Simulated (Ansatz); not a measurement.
An Ansatz (a quantum-chemistry and plane-wave program) run. Input:

Ansatz 0.2 input:
```yaml
crystal:
  lattice:
    - [4.9479128724, 0.0, 0.0]
    - [-2.4739564362, 4.2850182432, 0.0]
    - [0.0, 0.0, 5.440781329]
  atoms:
    - { symbol: Si, position: [0.4703229551, 0.0, 0.6666666667] }
    - { symbol: Si, position: [0.0, 0.4703229551, 0.3333333333] }
    - { symbol: Si, position: [0.5296770449, 0.5296770449, 0.0] }
    - { symbol: O, position: [0.4125239854, 0.2669889725, 0.7854844614] }
    - { symbol: O, position: [0.7330110275, 0.1455350128, 0.4521511281] }
    - { symbol: O, position: [0.8544649872, 0.5874760146, 0.1188177947] }
    - { symbol: O, position: [0.2669889725, 0.4125239854, 0.2145155386] }
    - { symbol: O, position: [0.1455350128, 0.7330110275, 0.5478488719] }
    - { symbol: O, position: [0.5874760146, 0.8544649872, 0.8811822053] }
kpoints:
  mp_grid: { grid: [7, 7, 5] }
hamiltonian:
  xc: pbesol
  pseudopotentials: { kind: paw }
scf:
  occupations: { method: fixed }
elastic: { mode: relaxed_ion, stencil: two_point, amplitude: 0.005, f_tol: 0.0005 }
output: { polarization: {} }
```

Output (shortened):

```
Pseudopotential: Si, paw, valence charge 4
Pseudopotential: O, paw, valence charge 6
Functional definition: PBEsol
Crystal: 9 atoms, lattice volume = 115.355 Å³
Basis set: ecut = 420 eV, 2221 PW (Γ), exchange–correlation on 72×72×80 points (8 copies of the dense FFT grid, shifted against one another)
Bands: 33, of which v1, the nominal top of the filled ones, is band 24 counted from 1 (23 counted from 0)
Symmetry: 6 space group operations
Space group: P3221 (ITA 154), of the structure as read, at distance tolerance 4.9e-5 Å
k-points: 32 of 245 (time reversal used)
SCF 1 converged in 10 iterations: F = -5239.841713 eV  dr2 = 1.63e-14
relax step   1: F+E_penalty+E_count = -5239.84171267 eV  Δ(F+E_penalty+E_count) = +0.000e0 eV  max|allowed force component| = 1.168e-3 eV/Å  Δτ_max = 0.0000 Å  (10 SCF iters, accepted)
Crystal: 9 atoms, lattice volume = 115.355 Å³
SCF 2 converged in 8 iterations: F = -5239.841713 eV  dr2 = 5.98e-15
relax step   2: F+E_penalty+E_count = -5239.84171288 eV  Δ(F+E_penalty+E_count) = -2.163e-7 eV  max|allowed force component| = 9.657e-4 eV/Å  Δτ_max = 0.0000 Å  (8 SCF iters, accepted)
Crystal: 9 atoms, lattice volume = 115.355 Å³
SCF 3 converged in 7 iterations: F = -5239.841713 eV  dr2 = 7.50e-14
relax step   3: F+E_penalty+E_count = -5239.84171326 eV  Δ(F+E_penalty+E_count) = -3.821e-7 eV  max|allowed force component| = 1.856e-3 eV/Å  Δτ_max = 0.0003 Å  (7 SCF iters, accepted)
Crystal: 9 atoms, lattice volume = 115.355 Å³
SCF 4 converged in 7 iterations: F = -5239.841714 eV  dr2 = 4.17e-14
relax step   4: F+E_penalty+E_count = -5239.84171363 eV  Δ(F+E_penalty+E_count) = -3.689e-7 eV  max|allowed force component| = 2.066e-4 eV/Å  Δτ_max = 0.0001 Å  (7 SCF iters, accepted)
Crystal: 9 atoms, lattice volume = 115.355 Å³
SCF 5 converged in 8 iterations: F = -5239.841714 eV  dr2 = 8.09e-14
Crystal: 9 atoms, lattice volume = 114.778 Å³
Symmetry: 2 space group operations
k-points: 72 of 245 (time reversal used)
SCF 6 converged in 13 iterations: F = -5239.838707 eV  dr2 = 1.46e-14
relax step   1: F+E_penalty+E_count = -5239.83870686 eV  Δ(F+E_penalty+E_count) = +0.000e0 eV  max|allowed force component| = 1.382e-1 eV/Å  Δτ_max = 0.0000 Å  (13 SCF iters, accepted)
Crystal: 9 atoms, lattice volume = 114.778 Å³
SCF 7 converged in 11 iterations: F = -5239.839618 eV  dr2 = 4.55e-15
relax step   2: F+E_penalty+E_count = -5239.83961766 eV  Δ(F+E_penalty+E_count) = -9.108e-4 eV  max|allowed force component| = 8.344e-2 eV/Å  Δτ_max = 0.0025 Å  (11 SCF iters, accepted)
Crystal: 9 atoms, lattice volume = 114.778 Å³
SCF 8 converged in 12 iterations: F = -5239.841010 eV  dr2 = 1.11e-14
relax step   3: F+E_penalty+E_count = -5239.84101042 eV  Δ(F+E_penalty+E_count) = -1.393e-3 eV  max|allowed force component| = 5.078e-3 eV/Å  Δτ_max = 0.0168 Å  (12 SCF iters, accepted)
Crystal: 9 atoms, lattice volume = 114.778 Å³
SCF 9 converged in 10 iterations: F = -5239.841018 eV  dr2 = 4.52e-14
relax step   4: F+E_penalty+E_count = -5239.84101794 eV  Δ(F+E_penalty+E_count) = -7.518e-6 eV  max|allowed force component| = 6.959e-4 eV/Å  Δτ_max = 0.0014 Å  (10 SCF iters, accepted)
Crystal: 9 atoms, lattice volume = 114.778 Å³
SCF 10 converged in 8 iterations: F = -5239.841018 eV  dr2 = 4.60e-14
relax step   5: F+E_penalty+E_count = -5239.84101801 eV  Δ(F+E_penalty+E_count) = -6.530e-8 eV  max|allowed force component| = 5.043e-5 eV/Å  Δτ_max = 0.0001 Å  (8 SCF iters, accepted)
[...]
Crystal: 9 atoms, lattice volume = 115.354 Å³
SCF 40 converged in 11 iterations: F = -5239.841216 eV  dr2 = 4.76e-14
relax step   3: F+E_penalty+E_count = -5239.84121627 eV  Δ(F+E_penalty+E_count) = -5.319e-4 eV  max|allowed force component| = 1.311e-2 eV/Å  Δτ_max = 0.0082 Å  (11 SCF iters, accepted)
Crystal: 9 atoms, lattice volume = 115.354 Å³
SCF 41 converged in 10 iterations: F = -5239.841233 eV  dr2 = 8.72e-15
relax step   4: F+E_penalty+E_count = -5239.84123270 eV  Δ(F+E_penalty+E_count) = -1.642e-5 eV  max|allowed force component| = 1.916e-3 eV/Å  Δτ_max = 0.0019 Å  (10 SCF iters, accepted)
Crystal: 9 atoms, lattice volume = 115.354 Å³
SCF 42 converged in 8 iterations: F = -5239.841233 eV  dr2 = 5.30e-14
relax step   5: F+E_penalty+E_count = -5239.84123322 eV  Δ(F+E_penalty+E_count) = -5.211e-7 eV  max|allowed force component| = 2.719e-4 eV/Å  Δτ_max = 0.0002 Å  (8 SCF iters, accepted)
Crystal: 9 atoms, lattice volume = 115.354 Å³
SCF 43 converged in 6 iterations: F = -5239.841233 eV  dr2 = 6.36e-14
SCF converged after 8 iterations
Stability not checked: this state was not tested for a lower state beside it, because too few of the mixer's solves of this state at the end of the SCF gave a …
Free energy (F): -5239.841714 eV
Harris-Foulkes:  -5239.841714 eV  (|F-HF|=1.82e-12)
Internal energy: -5239.841714 eV  (E = F + TS)
E sigma→0 (E₀):  -5239.841714 eV
Fermi energy:    2.270106 eV
--- Per-component energies (eV) ---
  E_band       = -215.484954
  E_kinetic    = 1202.298547
  E_local      = -2960.015083  (includes V_loc(G=0)·N_el)
  E_nonlocal   = 362.867004
  E_hartree    = 1057.304381
  E_xc         = -604.457808
  E_vxc        = -705.764415  (∫ρ·V_xc dr)
  E_paw        = -2417.624813  (= ΣΔE_a)
  E_vpaw       = -229.495361  (= ΣTr[D̂ρ^β])
  E_aug_tail   = 0.015586  (compensation charges beyond the density's cutoff)
  E_ewald      = -1880.535937
  E_core_change = 0.306409  (= ΣΔE_core)
  E_smearing   =  0.000000  (= −TS)
  E_closure    = 0.000000  (closes the sum)
  Σ components = -5239.841714   (vs F -5239.841714, Δ=0.00e0)
--- Forces (eV/Å), atoms counted from 1 ---
  atom   1  Si     0.00011508     0.00000000     0.00000000
  atom   2  Si    -0.00005754     0.00009966     0.00000000
  atom   3  Si    -0.00005754    -0.00009966     0.00000000
  atom   4  O      0.00020330     0.00006095    -0.00011406
  atom   5  O     -0.00015443     0.00014559    -0.00011406
  atom   6  O     -0.00004887    -0.00020653    -0.00011406
  atom   7  O     -0.00004887     0.00020653     0.00011406
  atom   8  O      0.00020330    -0.00006095     0.00011406
  atom   9  O     -0.00015443    -0.00014559     0.00011406
  max |Σ_I F_I| component: 1.08e-16 eV/Å
--- Stress (GPa, compression-positive) ---
        0.030222       0.000000       0.000000
        0.000000       0.030222       0.000000
        0.000000       0.000000       0.027278
  P = ⅓ Tr σ = 0.0292 GPa (0.292 kbar)
--- Band table (eV; the first three rows and the last of 32) ---
  k-point 0: bands = ["-16.9794", "-15.4664", "-15.4664", "-14.8222", "-14.8038", "-14.8038", "-5.9274", "-5.9274", "-3.1012", "-3.0926", "-2.8976", "-2.8976", "-0.6228", "-0.6228", "-0.4071", "-0.1550", "0.8192", "0.8192", "0.8368", "1.2738", "1.2738", …
  k-point 1: bands = ["-16.9020", "-15.9081", "-15.0887", "-14.8219", "-14.8127", "-14.7936", "-6.5949", "-5.1043", "-3.2565", "-3.1482", "-3.1317", "-2.5859", "-0.7154", "-0.4263", "-0.3531", "-0.0257", "0.6236", "0.7429", "0.8099", "0.9027", "1.2477", …
  k-point 2: bands = ["-16.6781", "-16.3326", "-14.8660", "-14.8208", "-14.8182", "-14.7865", "-6.9715", "-4.2867", "-3.6368", "-3.2754", "-3.2560", "-2.3414", "-0.5690", "-0.3217", "-0.3069", "0.1839", "0.3826", "0.4539", "0.5876", "0.7771", "1.0916", …
  k-point 31: bands = ["-16.4079", "-15.9404", "-15.6013", "-14.9011", "-14.8653", "-14.8397", "-5.7420", "-5.0381", "-4.2243", "-2.9355", "-2.6849", "-2.6360", "-0.9512", "-0.6433", "-0.3770", "0.2150", "0.3737", "0.4659", "1.1395", "1.2275", "1.4006", …
--- Elastic constants: 3 strain directions × 2 members + reference (group order 6) ---
  dense FFT box of the reference and of every strained cell: 36×36×40
  strains applied: 11, 33, 23; error gains …
  reference relaxed by the batch: 4 steps …
  largest displacement 3.6e-4 Å; the constants are those of the deck's cell at these positions:
  atoms:
    - { symbol: Si, position: [0.47034030621124484, 0.0, 0.6666666666666665] }
    - { symbol: Si, position: [-2.7755575615628914e-17, 0.4703403062112448, 0.33333333333333326] }
    - { symbol: Si, position: [0.5296596937887552, 0.5296596937887552, 0.0] }
    - { symbol: O, position: [0.4125089226023823, 0.26693257057138386, 0.7855323569241645] }
    - { symbol: O, position: [0.733067429428616, 0.14557635203099847, 0.45219902359083125] }
    - { symbol: O, position: [0.8544236479690015, 0.5874910773976177, 0.11886569025749794] }
    - { symbol: O, position: [0.2669325705713839, 0.4125089226023824, 0.21446764307583538] }
    - { symbol: O, position: [0.1455763520309984, 0.733067429428616, 0.5478009764091686] }
    - { symbol: O, position: [0.5874910773976176, 0.8544236479690014, 0.8811343097425021] }
  C = ∂σ_k/∂η_j (tension-positive GPa; Voigt order 11 22 33 23 13 12):
        75.963      4.806      8.454     17.686      0.000      0.000
         4.806     75.963      8.454    -17.686      0.000      0.000
         8.508      8.508     93.347      0.000      0.000      0.000
        17.653    -17.653      0.000     53.280      0.000      0.000
         0.000      0.000      0.000      0.000     53.280     17.653
         0.000      0.000      0.000      0.000     17.686     35.578
  reference stress σ⁰ (GPa):     -0.030     -0.030     -0.027      0.000      0.000      0.000
  moduli (Voigt/Reuss/Hill, GPa): K = 32.09/31.67/31.88   G = 43.33/36.16/39.74   E = 84.23   ν = 0.060
  mechanically stable: yes (min eigenvalue of sym C = 24.67 GPa)
  e, the proper piezoelectric tensor (elastic.mode: relaxed_ion; C/m²; rows x y z; Voigt order 11 22 33 23 13 12):
       0.16689   -0.16689    0.00000    0.04224    0.00000    0.00000
       0.00000    0.00000    0.00000    0.00000   -0.04224   -0.16689
       0.00000    0.00000    0.00000    0.00000    0.00000    0.00000
  ±, each entry's uncertainty from the finite density of the strings (C/m²), an estimate: the size of the correction for it that the entry includes:
       0.00074    0.00074    0.00000    0.00037    0.00000    0.00000
       0.00000    0.00000    0.00000    0.00000    0.00037    0.00074
       0.00000    0.00000    0.00000    0.00000    0.00000    0.00000
  strain η (Voigt 11):  stress-route row diagonal C_11 = 75.96 GPa, energy-path curvature d²(F+E_count+ΔE)/dδ²/Ω₀ = 75.88 GPa
         δ    σ_11 (GPa)             F (eV)   n_scf  n_hpsi   n_pw
    -5.000e-3      -0.4093       -5239.8410180       6   32977   2262   relax 5 steps, max|allowed force component| 5.04e-5 eV/Å
     5.000e-3       0.3503       -5239.8411796       9   42802   2284   relax 5 steps, max|allowed force component| 4.71e-4 eV/Å
  strain η (Voigt 33):  stress-route row diagonal C_33 = 93.35 GPa, energy-path curvature d²(F+E_count+ΔE)/dδ²/Ω₀ = 93.73 GPa
         δ    σ_33 (GPa)             F (eV)   n_scf  n_hpsi   n_pw
    -5.000e-3      -0.4991       -5239.8408471       6   14926   2274   relax 6 steps, max|allowed force component| 3.02e-5 eV/Å
     5.000e-3       0.4344       -5239.8410880       7   15606   2280   relax 6 steps, max|allowed force component| 2.96e-5 eV/Å
  strain η (Voigt 23):  stress-route row diagonal C_44 = 53.28 GPa, energy-path curvature d²(F+E_count+ΔE)/dδ²/Ω₀ = 53.21 GPa
         δ    σ_23 (GPa)             F (eV)   n_scf  n_hpsi   n_pw
    -5.000e-3      -0.2642       -5239.8412372       6   32737   2274   relax 5 steps, max|allowed force component| 3.32e-4 eV/Å
     5.000e-3       0.2686       -5239.8412332       6   34007   2274   relax 5 steps, max|allowed force component| 2.72e-4 eV/Å
--- Formal polarisation (Berry phase): one branch of a lattice of values; only differences between neighbouring runs are physical ---
  axis  mesh            electronic          ionic      p = total  spread (rad)  least overlap  resolved gap  δp at fixed H ≤   (phases in cycles; p mod 2 …
  b1    7×7×5           0.00000000    22.00000000    22.00000000      0.001189         0.9795        6.0346           1.8e-6
  b2    7×7×5           0.00000000    22.00000000    22.00000000      0.001189         0.9795        6.0346           1.8e-6
  b3    7×7×5           0.00000000    22.00000000    22.00000000      0.000000         0.9769        6.0346           1.5e-6
  quantum along a1:   0.08578593 e/Å² =   137.444208 µC/cm²
  quantum along a2:   0.08578593 e/Å² =   137.444208 µC/cm²
  quantum along a3:   0.09433118 e/Å² =   151.135216 µC/cm²
  P = (  0.47182260,   0.81722071,   1.03764300) e/Å² = (  755.943143,  1309.331932,  1662.487374) µC/cm²  (mod the quanta)
```

Cost: roughly 12 core-minutes on shared cores.

Space group P3_221. Symmetry was held in the PBEsol relaxation.

Potentials: the later of the program's two PAW sets.

Ansatz is a plane-wave DFT program.
